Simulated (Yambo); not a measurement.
Yambo run on BN (space group P6_3/mmc, No. 194). The wavefunctions are PBE (Quantum ESPRESSO, PseudoDojo norm-conserving, 84 Ry, scalar-relativistic) ones on a 6×6×2 mesh (8 occupied bands); a = b = 2.512 Å, c = 7.707 Å, α = β = 90.00°, γ = 120.00°.

Yambo input:

```
rim_cut
gw0
dyson
el_el_corr
HF_and_locXC
cohsex
em1s
RandQpts= 1000000
RandGvec= 1 Ry
EXXRLvcs= 84 Ry
VXCRLvcs= 336 Ry
Chimod= "HARTREE"
% BndsRnXs
 1 | 94 |
%
NGsBlkXs= 10 Ry
% LongDrXs
 1.0 | 1.0 | 1.0 |
%
ExtendOut
% QPkrange
 7 | 7 | 9 | 9 |
 14 | 14 | 8 | 9 |
%
```

k points by index: 7 = M, 14 = H.

Table of the .qp output:

```
#    K-point    Band    Eo [eV]    E [eV]    E-Eo [eV]    Vxc [eV]    Vnlxc [eV]    Sc|Eo [eV]    Re(Z)    Im(Z)
#
    7    9    4.510328    3.853618    -0.656709    -10.31450    -5.463706    -5.507503    1.000000    0.000000
    14    8    0.000000    -3.249292    -3.249292    -16.59864    -19.91836    0.070437    1.000000    0.000000
    14    9    4.671302    4.105082    -0.566220    -10.82878    -5.595706    -5.799292    1.000000    0.000000
```
(The two width columns are left out.) Convergence of these settings isn't established.

Geometry of the Materials Project entry, not relaxed at this level.

The distance between layers or molecules is the database entry's, not relaxed here. Functionals without dispersion can leave it too large, which widens gaps and weakens the response across layers: the numbers belong to this cell.
